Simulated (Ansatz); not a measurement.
# CO₂ — O-17 NMR of the central transition

Cell: a computed structure from the Materials Project (it need not be an observed phase), atoms as given.

Space group Pa-3 (No. 205); a = 5.4971 Å.

| site | Wyckoff | site symmetry | x | y | z |
| --- | --- | --- | --- | --- | --- |
| C | 4a | .-3. | 0.0000 | 0.0000 | 0.0000 |
| O | 8c | .3. | 0.1225 | 0.1225 | 0.1225 |

One atom of each set is listed.

All values are calculated (Ansatz; DFT, PBE, plane waves and PAW, scalar-relativistic, 420 eV cutoff, Γ-centred 4×4×4 k-points, Fermi–Dirac smearing 0.02 eV), not measured.

O-17 has I = 5/2 and Q = -25.58 mb (Pyykkö 2018); at 35.2 T its Larmor frequency is ν₀ = 203.3 MHz. Only the quadrupole interaction is simulated: positions count from each site's isotropic chemical shift, and J coupling is left out, as are shift anisotropy and dipolar coupling, which fast spinning averages.

Simulated pattern of one O site (fast magic-angle spinning, Gaussian broadening 0.04 kHz):

offset (kHz), height and a bar:
```
   -1.488          0 
   -1.429          4 #
   -1.370          6 ##
   -1.312          6 ##
   -1.253          6 ##
   -1.194          6 ##
   -1.136          7 ##
   -1.077          7 ##
   -1.018          7 ##
   -0.959          9 ###
   -0.901         79 ########################
   -0.842         74 ######################
   -0.783         53 ################
   -0.725         47 ##############
   -0.666         44 #############
   -0.607         43 #############
   -0.549         43 #############
   -0.490         45 #############
   -0.431         47 ##############
   -0.372         53 ################
   -0.314         64 ###################
   -0.255        100 ##############################
   -0.196         85 ##########################
   -0.138          0
```

Q: Which |C_Q| and η does the pattern imply?

A: The pattern spans 1.23 kHz before broadening and its centre of gravity is at -0.575 kHz, which fixes P_Q; the places of the horns and steps fix η. That gives P_Q = 4.41 MHz, |C_Q| = 4.41 MHz and η = 0.00. The sign of C_Q can't be read from the pattern.

An axis of threefold or higher order runs through O, so V_zz lies along it and η is zero.
